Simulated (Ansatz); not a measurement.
SrHfO$_{3}$ (cubic perovskite)

```xyz
5
Lattice="4.0682 0.0000 0.0000 0.0000 4.0682 0.0000 0.0000 0.0000 4.0682" Properties=species:S:1:pos:R:3 pbc="T T T"
Sr     2.0341     2.0341     2.0341
Hf     0.0000     0.0000     0.0000
O      0.0000     2.0341     0.0000
O      2.0341     0.0000     0.0000
O      0.0000     0.0000     2.0341
```

The slice is a {100} plane (indices of the conventional cell) through the point (0.000, 0.000, 0.000) (fractional), spanned by u = [100] and v = [010] in vectors of this cell: u (4.07 Å) and v (4.07 Å, at 90° to u). It covers one period; positions are fractions (u, v).

Computed with LDA (plane waves to 420 eV, PAW, scalar-relativistic; Ansatz, an electronic-structure program). k mesh 8×8×8. These are valence fields of a PAW run, semicore shells included where kept as valence: close to a nucleus they are smooth pseudo fields. Spin-orbit coupling is left out, though Hf is heavy. SrHfO3 is run without spin polarisation. SrHfO3 was relaxed with its symmetry unable to fall.

### Question
What is the ELF at the density minimum of the shortest Hf–O line in this plane (2.03 Å)?

### Answer
0.3.

### Question
What is the valence density on the shortest Hf–O line in this plane (2.03 Å), at its minimum between the atoms?

### Answer
0.82 e/Å³.

### Question
Predict the map of the valence electron density on the slice.

### Answer
```
v \ u  0.00  0.15  0.30  0.45  0.60  0.75  0.90
-----  ----  ----  ----  ----  ----  ----  ----
0.90    1.2   0.6  -0.2   0.6   0.3  -0.3   0.9
0.75   -0.1  -0.5  -0.8  -0.6  -0.7  -0.8  -0.3
0.60    0.7   0.0  -0.9  -1.3  -1.3  -0.7   0.3
0.45    0.8   0.2  -0.9  -1.4  -1.3  -0.6   0.6
0.30    0.0  -0.4  -0.9  -0.9  -0.9  -0.8  -0.2
0.15    0.9   0.2  -0.4   0.2   0.0  -0.5   0.6
0.00    1.6   0.9   0.0   0.8   0.7  -0.1   1.2
```

Values: log₁₀ of the valence density in e/Å³. The scale is logarithmic, as a density can span decades between atoms and voids.
